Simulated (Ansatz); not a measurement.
Several occupations of a fcc lattice at one composition, 6 Au, 7 Os, 3 Ru. Sites, in fractions of the cell -3.966 3.966 -3.966; 3.966 3.966 3.966; 3.966 -3.966 -3.966 Å:

| cell | sites |
| --- | --- |
| all | Os (0.00 0.25 0.75), Os (0.50 0.00 0.50) |
| 1 | Au (0.00 0.50 0.50), Au (0.00 0.75 0.25), Au (0.50 0.25 0.25), Au (0.75 0.00 0.25), Au (0.75 0.25 0.00), Au (0.75 0.75 0.50), Os (0.25 0.00 0.75), Os (0.25 0.25 0.50), Os (0.50 0.50 0.00), Os (0.50 0.75 0.75), Os (0.75 0.50 0.75), Ru (0.00 0.00 0.00), Ru (0.25 0.50 0.25), Ru (0.25 0.75 0.00) |
| 2 | Au (0.00 0.50 0.50), Au (0.25 0.00 0.75), Au (0.25 0.25 0.50), Au (0.25 0.50 0.25), Au (0.50 0.25 0.25), Au (0.75 0.50 0.75), Os (0.00 0.00 0.00), Os (0.00 0.75 0.25), Os (0.50 0.50 0.00), Os (0.50 0.75 0.75), Os (0.75 0.00 0.25), Ru (0.25 0.75 0.00), Ru (0.75 0.25 0.00), Ru (0.75 0.75 0.50) |
| 3 | Au (0.00 0.00 0.00), Au (0.25 0.00 0.75), Au (0.25 0.50 0.25), Au (0.50 0.50 0.00), Au (0.50 0.75 0.75), Au (0.75 0.25 0.00), Os (0.00 0.50 0.50), Os (0.00 0.75 0.25), Os (0.25 0.75 0.00), Os (0.75 0.50 0.75), Os (0.75 0.75 0.50), Ru (0.25 0.25 0.50), Ru (0.50 0.25 0.25), Ru (0.75 0.00 0.25) |

Each was relaxed without symmetry on coarser meshes and computed once more. Method: DFT PBE, scalar-relativistic, plane waves, PAW (Ansatz).

Settings: cutoff 420 eV, Γ-centred mesh 6×6×6 on the computed 16-atom cell, Gaussian smearing of 0.10 eV; no spin polarisation.

Warren–Cowley parameters of the first shell of the sublattice with most elements (negative: unlike neighbours preferred):
| cell | Au-Os | Os-Ru | Au-Ru |
| --- | --- | --- | --- |
| 1 | -0.02 | -0.02 | -0.04 |
| 2 | -0.05 | -0.33 | -0.11 |
| 3 | -0.02 | -0.02 | -0.04 |

Question: Which occupation is lowest in energy, and by how much?

Answer: Cell 3.
```
cell E − E(lowest) (meV/atom) V (Å³/atom)
   3                       0.0        15.51
   1                      24.5        15.40
   2                      43.3        15.50
```

The final mesh leaves forces up to 0.14 eV/Å and stresses up to 0.3 GPa: the relaxation ran on a coarser mesh, so the cell's shape, its bonds and its energy belong partly to that mesh.

Spin–orbit coupling is left out, which can shift energies with elements as heavy as these.

Cost: 6 runs of about 72 core-minutes in all (earlier runs that led there not counted), on Arm Neoverse V2 (shared hosts).